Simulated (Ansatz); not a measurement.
A: C (diamond), a = 3.5603 Å, b = 3.5603 Å, c = 3.5603 Å, α = 90.00°, β = 90.00°, γ = 90.00°
B: NiO (rock salt), a = b = c = 4.1886 Å, α = β = γ = 90.00°
C: AlNi$_{3}$ (Cu3Au type), a = 3.526 Å, b = 3.526 Å, c = 3.526 Å, α = 90.00°, β = 90.00°, γ = 90.00°
D: CsHgCl3 (cubic perovskite), a = 5.325 Å, b = 5.325 Å, c = 5.325 Å, α = 90.00°, β = 90.00°, γ = 90.00°

Scan: energy over volume and axial ratio (atoms clamped). One method and one kind of scan serve all of them; meshes and ranges differ. All were relaxed with their symmetry unable to fall. At this level the bands of CsHgCl3 touch or barely overlap. NiO is run spin-polarised and with no Hubbard U; the real compound is an antiferromagnetic insulator, a state that this run doesn't describe. Relaxed AlNi3 ends ferromagnetic. Relaxed NiO ends ferromagnetic. Spin-orbit coupling is left out. The magnetic order is the one the run started from; other orders were not tried. (This holds for the magnetic or f-shell members.)

**Question.** Order them by shear modulus C′ = (C11 − C12)/2 (fitted) (highest first) at the level r2SCAN (plane waves to 500 eV, PAW, scalar-relativistic; Ansatz, a first-principles code).

**Answer.** A (496 GPa), B (127 GPa), C (55 GPa), D (16 GPa)

(A scan under strain: stresses follow from slopes of the energy per volume, elastic moduli from its curvatures.)
